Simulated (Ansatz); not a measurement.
Structure: an ordered 8-atom cell of In3BAs4 on the zincblende lattice (I-42m), at its r2SCAN minimum. It is tetragonal, I-42m (No. 121); conventional cell a = 5.795 Å, c = 11.413 Å, 23.95 Å³ an atom. B is surrounded by 4 As at 2.12 Å; As is surrounded by 1 B at 2.12 Å and 3 In at 2.62–2.69 Å; In is surrounded by 4 As at 2.62 Å; In is surrounded by 4 As at 2.69 Å.

```
B As In
1.0
    -2.89737    2.89737    5.70629
     2.89737   -2.89737    5.70629
     2.89737    2.89737   -5.70629
B As In
1 4 3
Direct
  0.00000 0.00000 0.00000
  0.31857 0.31857 0.41779
  0.09922 0.68143 0.00000
  0.90078 0.90078 0.58221
  0.68143 0.09922 0.00000
  0.75000 0.25000 0.50000
  0.50000 0.50000 0.00000
  0.25000 0.75000 0.50000
```

3 runs of Ansatz on this cell differ in the functional (and in the settings that go with it). Levels are in eV from each run's valence top; v1 is the last filled band, c1 the first empty one.

Run A, mean stress 0.0 GPa (compression positive):
```tsv
point	v5	v3	v1	c1	c2	c3
Γ	-2.32	-0.18	0.00	0.41	1.34	1.78
X	-1.48	-1.08	-0.54	0.84	1.38	2.15
P	-2.18	-1.36	-0.55	1.19	1.84	2.64
N	-2.36	-1.83	-0.86	2.44	3.09	3.11
```

Run B, mean stress +2.0 GPa (compression positive):
```tsv
point	v5	v3	v1	c1	c2	c3
Γ	-2.24	-0.18	0.00	0.05	1.10	1.48
X	-1.44	-1.03	-0.51	0.55	1.02	1.90
P	-2.13	-1.32	-0.51	0.88	1.61	2.27
N	-2.29	-1.78	-0.83	2.10	2.77	2.82
```

Run C, mean stress -0.3 GPa (compression positive):
```tsv
point	v5	v3	v1	c1	c2	c3
Γ	-2.43	-0.17	0.00	0.75	1.63	2.13
X	-1.54	-1.13	-0.57	1.19	1.74	2.58
P	-2.28	-1.41	-0.57	1.55	2.23	3.03
N	-2.46	-1.93	-0.87	2.86	3.47	3.51
```

Problem. Match the runs to PBE, r2SCAN, HSE06.

Solution. A is r2SCAN, B is PBE, C is HSE06. In order of the gap: PBE 0.05, r2SCAN 0.41, HSE06 0.75 eV. The stress vanishes for r2SCAN, which relaxed the cell.

Simulation only: spin-unpolarised, and no claim that this is the phase found in nature.

Spin-orbit coupling is left out, which matters wherever the heavy atoms make up the band edges.

The program warns that its thresholds are loose for a hybrid's stress.

Gaps or overlaps of about a tenth of an eV are at the limit of these meshes: between the points read a gap can be smaller or closed.
